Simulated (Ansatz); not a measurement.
A surface is cut from this relaxed crystal of W:

```cif
data_structure
_symmetry_space_group_name_H-M 'P 1'
_symmetry_Int_Tables_number 1
_cell_length_a 2.8270
_cell_length_b 2.8270
_cell_length_c 2.8270
_cell_angle_alpha 60.000
_cell_angle_beta 60.000
_cell_angle_gamma 60.000
_cell_volume 15.98
loop_
_atom_site_label
_atom_site_type_symbol
_atom_site_fract_x
_atom_site_fract_y
_atom_site_fract_z
_atom_site_occupancy
W1 W 0.00000 0.00000 0.00000 1
```

Miller indices refer to the conventional cell of Fm-3m (No. 225), a = 3.998 Å, b = 3.998 Å, c = 3.998 Å, α = 90.00°, β = 90.00°, γ = 90.00°.

Consider the (111) slab of 5 planes, 9.2 Å thick with 15 Å of vacuum as cut; outer planes W (top) and W (bottom), all atoms relaxed.

Theory: DFT PBEsol, scalar-relativistic, plane waves, PAW in Ansatz 0.2.0. Plane waves to 420 eV, a k mesh through Γ of 12×12×1 on the computed 5-atom cell and Gaussian smearing (0.10 eV); no spin polarisation. The cell repeats along c with a dipole correction in the vacuum.

Question: Predict the surface energy (mean of both faces).

Answer: 2.94 J/m².

Question: Give the work function.

Answer: 5.16 eV.

Question: The top two planes lie 2.308 Å apart in the bulk. How does relaxation change this?

Answer: The spacing becomes 2.336 Å (+1.2 %).

Spin-orbit coupling is left out, which matters for the bands of heavy elements.

The reference crystal is the fcc form of W, which isn't its usual structure.